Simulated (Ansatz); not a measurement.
Au, one cell by several methods

```yaml
crystal:
  lattice:
    - [2.90000, 0.00000, 0.00000]
    - [-1.45000, 2.51147, 0.00000]
    - [0.00000, 0.00000, 4.88000]
  atoms:
    - { symbol: Au, position: [0.33333, 0.66667, 0.75000] }
    - { symbol: Au, position: [0.66667, 0.33333, 0.25000] }
```

Atoms are numbered in the order listed.

The geometry is COD entry 1545302, unchecked; take it as a test cell.

No spin–orbit coupling, which matters for the heavy atoms here.

All numbers are computed: DFT, PBEsol, PAW with Ansatz's default frozen-core files, scalar-relativistic (Ansatz 0.2.0); DFT, PBEsol, all-electron PAW with datasets made for the crystal, scalar-relativistic (Ansatz 0.2.0); DFT, PBEsol, all-electron LAPW, scalar-relativistic (Ansatz 0.2.0).

For PAW: a Γ-centred 14×14×8 k mesh, Fermi–Dirac smearing of 0.03 eV, cutoff 420 eV, no spin polarisation; the PAW files were made with PBE, and the program remakes their frozen cores for this functional. The crystal-made all-electron datasets (AE datasets) take a cutoff of 260 eV at this cell. LAPW targets a basis error of 0.5 meV/atom. The Ansatz runs share mesh, smearing and spin set-up. Plane-wave (PAW) pressures include the program's estimate of the Pulay term.

Stress and pressure are positive in compression.

Spin–orbit coupling is left out, which moves gradients at and beside heavy atoms by some per cent and at worst by a factor of two.

In a metal, gradients converge slowly with the k mesh: the values move by tens of per cent from one mesh to another, at times in sign, so only the comparison on one mesh counts.

Levels count from the Fermi level.

```tsv
quantity	PAW	AE datasets	LAPW
pressure (GPa)	-6.37	-6.39	-6.39
stress xx (GPa)	-6.27	-6.29	-6.30
stress zz (GPa)	-6.58	-6.59	-6.59
highest filled level at M (eV)	-1.628	-1.627	-1.627
lowest empty level at M (eV)	0.370	0.370	0.370
highest filled level at Γ (eV)	-1.025	-1.026	-1.026
lowest empty level at Γ (eV)	2.471	2.470	2.470
highest filled level at L (eV)	-1.696	-1.695	-1.695
lowest empty level at L (eV)	0.506	0.505	0.505
field gradient Vzz at Au1 (10²¹ V/m²)	?	?	–
```

(1) What belongs in the row "field gradient Vzz at Au1 (10²¹ V/m²)", column "PAW"?

(2) What belongs in the row "field gradient Vzz at Au1 (10²¹ V/m²)", column "AE datasets"?

Answers

(1) 1.13.

(2) 1.18.
